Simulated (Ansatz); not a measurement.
Consider the following.

Ti:
```
CELL_PARAMETERS angstrom
      2.93481     0.00000     0.00000
     -1.46740     2.54162     0.00000
      0.00000     0.00000     4.64192
ATOMIC_POSITIONS crystal
  Ti 0.33333 0.66667 0.25000
  Ti 0.66667 0.33333 0.75000
```

This is the r²SCAN-relaxed structure. Tensor components refer to the Cartesian frame of this cell.

Q: All from the program Ansatz at the r²SCAN level (PAW), unless another level is named. Give the bulk modulus (Birch–Murnaghan fit).

A: 117 GPa.

Q: Next, the elastic constants (relaxed ions, GPa)?

A: C11 = 178, C12 = 98.2, C13 = 76.0, C33 = 196, C44 = 47.7.

Space group P6_3/mmc (hcp (Mg type)). The r²SCAN relaxation kept the symmetry of its start. No spin polarisation was allowed. As this level gives no gap, shear constants depend on the k-mesh and smearing (Fermi–Dirac, 0.1 eV here).

Potentials: the earlier of the program's two PAW sets.
